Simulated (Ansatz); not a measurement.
# Property card for two-dimensional TiTe2

TiTe2:
```xyz
3
Lattice="3.7774 0.0000 0.0000 -1.8887 3.2714 0.0000 0.0000 0.0000 33.0000" Properties=species:S:1:pos:R:3 pbc="T T F"
Ti     0.0000     0.0000    16.5000
Te     0.0000     2.1809    14.7922
Te     1.8887     1.0905    18.2078
```
Free-standing layer in the xy plane with vacuum along z and no interaction between images.

Method: r²SCAN+D4 in the plane-wave PAW code Ansatz. Lattice and atoms are relaxed at this level; other levels are named.

**Structure**

```yaml
In-plane lattice: a = 3.777 Å
distance_between_the_outermost_nuclei: 3.42 Å
exfoliation_energy_from_the_relaxed_bulk_parent: 18 meV/Å²
```

**Electronic structure**

```yaml
electronic_character: metallic
work_function: 4.94 eV
Gap with spin–orbit coupling: none
```

**Phonons**

```yaml
highest_zone_centre_frequency: 271 cm⁻¹
Dynamical stability at Γ: no clearly imaginary mode
```

**Charges**

```yaml
bader_charges: Ti +1.50, Te -0.75 e
```

Space group P-3m1 (1T). The layer was cut from a bulk entry of the Materials Project (measured or hypothetical); whether that bulk phase is the ambient one, and whether the layer has been isolated, was not checked. The cell was relaxed with r²SCAN+D4 under the symmetry of its start. The run is not spin-polarised. As this level gives no gap, phonon frequencies hold no LO–TO term and depend on the k-mesh and smearing (Fermi–Dirac, 0.1 eV here). Scalar-relativistic: spin–orbit coupling is off unless named, which matters more the heavier the elements.

Potentials: the later of the program's two PAW sets.
